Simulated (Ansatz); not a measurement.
Relaxed-ion elastic tensor of BiClO in space group P4/nmm (No. 129; Bi on 2c, Cl on 2c, O on 2a) in GPa (Voigt order), DFT-LDA in the program Ansatz with PAW potentials; density 8.14 g/cm³, 17.72 Å³ per atom.

|  | 1 | 2 | 3 | 4 | 5 | 6 |
|---|---|---|---|---|---|---|
| 1 | 150 | 79.9 | 45.1 | 0.0 | 0.0 | 0.0 |
| 2 | 79.9 | 150 | 45.1 | 0.0 | 0.0 | 0.0 |
| 3 | 45.1 | 45.1 | 68.1 | 0.0 | 0.0 | 0.0 |
| 4 | 0.0 | 0.0 | 0.0 | 29.9 | 0.0 | 0.0 |
| 5 | 0.0 | 0.0 | 0.0 | 0.0 | 29.9 | 0.0 |
| 6 | 0.0 | 0.0 | 0.0 | 0.0 | 0.0 | 68.2 |

Q: Is the crystal mechanically stable?

A: Yes: the smallest eigenvalue of C is 29.9 GPa.

Q: Work out the Voigt, Reuss and Hill averages.

A: K_V = 78.6, K_R = 62.4, K_H = 70.5; G_V = 38.7, G_R = 33.1, G_H = 35.9 GPa.

Q: Give Young's modulus, Poisson's ratio, Pugh's ratio and the universal anisotropy index.

A: E = 9KG/(3K + G) = 92.1 GPa; ν = 0.28; K/G = 1.96 (ductile by the Pugh limit of 1.75); A_U = 5G_V/G_R + K_V/K_R − 6 = 1.11.

Q: Estimate the sound speeds and the Debye temperature.

A: v_l = √((K + 4G/3)/ρ) = 3810 m/s, v_t = √(G/ρ) = 2100 m/s, mean 2340 m/s; Θ = (h/k)(3n/4πV)^(1/3) v_m = 267 K.

Q: Solve the Christoffel equation for the three sound speeds along x, y, z.

A: Eigenvalues of C_ijkl n_j n_l equal ρv². In km/s, slowest first: x 1.92, 2.90, 4.29; y 1.92, 2.90, 4.29; z 1.92, 1.92, 2.89.

Q: How much does each axis shrink under pressure?

A: Linear compressibilities β_i = Σ_j S_ij (j = 1 to 3): x 2.0, y 2.0, z 12 per TPa.

The workflow started from a Materials Project entry (that database holds measured and hypothetical structures alike); the Crystallography Open Database files this formula in space group No. 129, but the cells were not matched. Whether it is the stable phase at ambient conditions was not checked. The cell was relaxed with LDA under the symmetry of its start; phonons on a q-mesh show no instability. A crystal of weakly bound layers computed without a dispersion correction: the cell and the soft elastic constants depend strongly on that. Spin–orbit coupling is left out wherever it is not named.

Potentials: the later of the program's two PAW sets.
